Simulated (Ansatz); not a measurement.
**Question.** Name crystals whose computed values (DFT-r²SCAN+D4 in the program Ansatz with PAW potentials) fall in these windows: ε∞ 2.9 to 3.7; HSE06 gap (eV) 5.2 to 6.7.

**Answer.** 

```
crystal                                       ε∞  HSE06 gap (eV)
------------------------------------------  ----  --------------
PbF2, fluorite                              3.16            5.74
H4BrN, P4/nmm (H on 8i, Br on 2c, N on 2a)  2.90            5.58
H4BrN, P-43m (H on 4e, Br on 1b, N on 1a)   2.97            5.44
```
Others may fit too.

Standing as an ambient phase not checked: H4BrN, P4/nmm (H on 8i, Br on 2c, N on 2a); H4BrN, P-43m (H on 4e, Br on 1b, N on 1a). All cells were relaxed under the symmetry of their starts (and spin orders); stability against distortions was not tested throughout. Spin–orbit coupling is left out wherever it is not named.

Potentials: the later of the program's two PAW sets.
